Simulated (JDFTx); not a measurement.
Mo3Si(100) slab cut from bulk Mo3Si (space group Pm-3n, indices of the conventional cell, lattice of the Materials Project entry mp-1275, not re-optimised): 13 atoms in 7 planes, a 1x1 cell of 23.91 Å² (|a| = 4.890, |b| = 4.890 Å), 7.1 Å between the outermost planes, Mo outermost, slab composition Mo10Si3, cell height 23.3 Å, 4×4×1 k mesh, Fermi smearing 0.01 Ha, no spin polarisation. Whether this polymorph is the ambient one wasn't checked.

All numbers are PBE, GBRV ultrasoft potentials, plane waves to 20/100 Ha results from JDFTx (a modified build), not measurements. Liquid: CANDLE, water, 1 M NaCl. Between zero charge and 0.59 V from it the run gives σ = 11.1 μC/cm², a mean capacitance of 18.8 μF/cm². The liquid has ε = 78.4, a 1:1 salt at 1 M with linear (Debye) response, and T = 298 K.

Worked example: the Debye length, the diffuse-layer capacitance, and the inner capacitance that is left when the two stand in series.

Each ion has density c = 1 × 6.022×10⁻⁴ = 6.022e-04 Å⁻³. λ² = ε kT / (8π (e²/4πε₀) c) with kT = 0.02568 eV and e²/4πε₀ = 14.40 eV Å gives λ = 3.04 Å; the log prints 3.04 Å. C_diffuse = ε₀ε/λ = 228 μF/cm². Then 1/C_inner = 1/18.8 − 1/228, so C_inner = 20.5 μF/cm², which equals a vacuum gap of ε₀/C_inner = 0.43 Å. The diffuse layer takes 8 % of the potential drop; the rest lies between the electrode's charge and the onset of the dielectric, with the electrode's own (quantum) capacitance in it. The split is a model: in the calculation solvent and ions share one smooth cavity.
